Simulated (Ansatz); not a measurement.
**Calculated Cu-65 nuclear quadrupole resonance for YCu6ClO8**

Cell: a computed structure from the Materials Project (it need not be an observed phase), taken as it stands.

Space group Fm-3m (No. 225); a = 9.2926 Å.

| site | Wyckoff | site symmetry | x | y | z |
| --- | --- | --- | --- | --- | --- |
| Y | 4a | m-3m | 0.0000 | 0.0000 | 0.0000 |
| Cu | 24d | m.mm | 0.2500 | 0.2500 | 0.0000 |
| Cl | 4b | m-3m | 0.5000 | 0.5000 | 0.5000 |
| O | 32f | .3m | 0.6445 | 0.6445 | 0.8555 |

One atom of each set is listed; the run and its k-mesh use a cell of 16 atoms with edges of 6.57, 6.57, 6.57 Å.

All values are calculated (Ansatz; DFT, PBEsol, plane waves and PAW, scalar-relativistic, 420 eV cutoff, Γ-centred 6×6×6 k-points, Fermi–Dirac smearing 0.05 eV), not measured.

Cu-65: I = 3/2, Q = -204.0 mb (year-2017 value). Static lattice, zero field.

Problem. Predict the zero-field Cu-65 lines of each site.

Solution. For I = 3/2 there is one line, ν = (|C_Q|/2)(1 + η²/3)^½.

```
site  atoms  V_zz (10²¹ V/m²)  C_Q (MHz)     η  line frequencies (MHz)
  Cu      6             -5.06       24.9  0.12                    12.5
```

Problem. And for ⁶³Cu (I = 3/2, Q = -220.0 mb) on Cu?

Solution. C_Q scales with Q to 26.9 MHz, with lines at 13.5 MHz.

At this cell the PBEsol pressure is -7 GPa, so with PBEsol the cell would shrink if it were relaxed. The run finds no gap above 0.1 eV (a metal, or nearly one), so the gradients can move by 10 % or more with the k-mesh. Semilocal functionals can leave a metal where correlation in the d or f shell opens a gap in the real compound, and that would change the values at and beside Cu.

Hardware: 1 thread of Arm Neoverse V1 (aarch64; 8 cores open to the job, memory cap 2.5 GiB, no GPU), a shared host with a load of 0.3 a core. Wall time 34 s, CPU time 34 s, peak memory 0.7 GiB.
